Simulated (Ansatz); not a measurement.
# ScF3: a sublattice moved along a line

These are results of DFT r2SCAN, scalar-relativistic, plane waves, PAW in Ansatz 0.2.0, not measurements. Cutoff 500 eV, Γ-centred 6×6×6 k-points, Gaussian smearing of 0.05 eV. No spin polarisation. Energies are free energies at this smearing, counted from the undisturbed cell; pressure is positive in compression.

Zero of the scan (as given, not relaxed at this level; it stands at 1.4 GPa):

```xyz
4
Lattice="4.0125 0.0000 0.0000 0.0000 4.0125 0.0000 0.0000 0.0000 4.0125" Properties=species:S:1:pos:R:3 pbc="T T T"
Sc    0.0000    0.0000    0.0000
F     2.0062    0.0000    0.0000
F     0.0000    2.0062    0.0000
F     0.0000    0.0000    2.0062
```

Every F atom is moved by x along the Cartesian unit vector (-1.000, 0.000, 0.000); the cell and all other atoms stay fixed.

```csv
x (Å),ΔE (meV/cell)
-0.2000,240.2
-0.1000,52.4
0.0000,0.0
0.0250,3.1
0.0500,12.6
0.0750,28.8
0.1250,84.1
0.1500,125.0
0.1750,176.5
```

Q: Predict the gap on the mesh (eV) at each point.

A:
```
  x (Å) gap on the mesh (eV)
-0.2000                  7.12
-0.1000                  7.07
 0.0000                  7.06
 0.0250                  7.06
 0.0500                  7.06
 0.0750                  7.07
 0.1250                  7.08
 0.1500                  7.09
 0.1750                  7.11
```